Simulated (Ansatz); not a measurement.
## Ge: one input, then a changed one

The geometry is COD entry 9011999, unchecked; take it as a test cell. The listed cell was then made from it by scaling, straining or moving an atom.

First run: DFT, PBE, all-electron LAPW, scalar-relativistic (Ansatz 0.2.0).

Command: `ansatz run input.yaml --threads 1 --pin off --max-ram 2048MiB --backend cpu --events-out ev --progress --plain --runs-dir out` The run took 33 s on 1 thread of Arm Neoverse V1 (shared host).

```yaml
crystal:
  lattice:
    - [0.0, 2.8661367691, 2.8661367691]
    - [2.8661367691, 0.0, 2.8661367691]
    - [2.8661367691, 2.8661367691, 0.0]
  atoms:
    - { symbol: Ge, position: [0.0, 0.0, 0.0] }
    - { symbol: Ge, position: [0.25, 0.25, 0.25] }
kpoints:
  mp_grid: { grid: [10, 10, 10] }
scf:
  occupations: { method: fermi_dirac, width: 0.05 }
hamiltonian:
  xc: pbe
  pseudopotentials: { kind: all_electron, lapw: { basis_error: 0.001 } }
output:
  forces: true
  stress: true
relax:
  f_tol: 0.005
  max_steps: 80
  cell: {}
```

Result: converged; relaxed volume 23.905 Å³/atom; 17 SCF iterations in all.

The input is then changed:

```diff
@@ -10,5 +10,5 @@
   mp_grid: { grid: [10, 10, 10] }
 scf:
-  occupations: { method: fermi_dirac, width: 0.05 }
+  occupations: { method: tetrahedron }
 hamiltonian:
   xc: pbe
```

Question: Predict the outcome of the changed run.

Answer: It converged; energy at zero smearing 0.0 meV/atom from the first run; relaxed volume 23.893 Å³/atom; 17 SCF iterations in all.
